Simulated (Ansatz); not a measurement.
Computed with DFT PBE, scalar-relativistic, plane waves, PAW (Ansatz). All cells share a 420 eV cutoff and Γ-centred k meshes spaced at most about 0.3 Å⁻¹ (about 0.25 or finer for metals, 2π included). No spin polarisation in the final relaxations.

Temperature and zero-point effects are left out.

Two forms of Si₃Br were relaxed alike.

A.

Space group Pm-3m (No. 221). a = 4.221 Å, b = 4.221 Å, c = 4.221 Å, α = 90.00°, β = 90.00°, γ = 90.00°
| atom | site | symmetry | x | y | z |
| --- | --- | --- | --- | --- | --- |
| Si | 3c | 4/mm.m | 0.0000 | 0.5000 | 0.5000 |
| Br | 1a | m-3m | 0.0000 | 0.0000 | 0.0000 |

B.

Space group Fm-3m (No. 225). a = 6.589 Å, b = 6.589 Å, c = 6.589 Å, α = 90.00°, β = 90.00°, γ = 90.00°
| atom | site | symmetry | x | y | z |
| --- | --- | --- | --- | --- | --- |
| Si | 8c | -43m | 0.2500 | 0.7500 | 0.7500 |
| Si | 4b | m-3m | 0.5000 | 0.0000 | 0.0000 |
| Br | 4a | m-3m | 0.0000 | 0.0000 | 0.0000 |

**Question.** Which would you expect to be lower, and how large is the difference?

**Answer.** B is lower, by 210 meV/atom. A has space group Pm-3m (No. 221), 18.8 Å³/atom and no gap on its mesh; B has the BiF3 (D0_3) type, space group Fm-3m (No. 225), 17.9 Å³/atom and no gap. Counting Si atoms around Br (those within 1.25 times the shortest such distance or 1.15 times the sum of covalent radii; a plus sign parts nearer from farther groups; the shortest distance is added where it is long for a bond), A has Br 12 from 3.0 Å and B has Br 8+6 from 2.9 Å. The denser one is the lower, and pressure would at first widen the difference. Even the lower one lies +0.75 eV/atom against the reference forms of the elements (uncorrected), so neither is stable at this level. In A, around Si lie 4 Br at 2.98 Å and 8 Si at 2.98 Å; Br has 12 Si at 2.98 Å. In B, around Si on a site of symmetry -43m lie 4 Br at 2.85 Å, 4 Si at 2.85 Å and 6 Si at 3.29 Å; around Si on a site of symmetry m-3m lie 8 Si at 2.85 Å and 6 Br at 3.29 Å; around Br lie 8 Si at 2.85 Å and 6 Si at 3.29 Å. Both come from invented guesses. A third cell relaxed alike, in P-6m2, lies 0.37 eV/atom below the lower of the two.

In Pm-3m, Fm-3m an odd number of electrons in the primitive cell allows no gap without spin; a larger cell or a magnetic state could open one. A magnetic state wasn't ruled out in cells without spin, among them Pm-3m, Fm-3m. Cells relaxed within their symmetry can be saddle points.
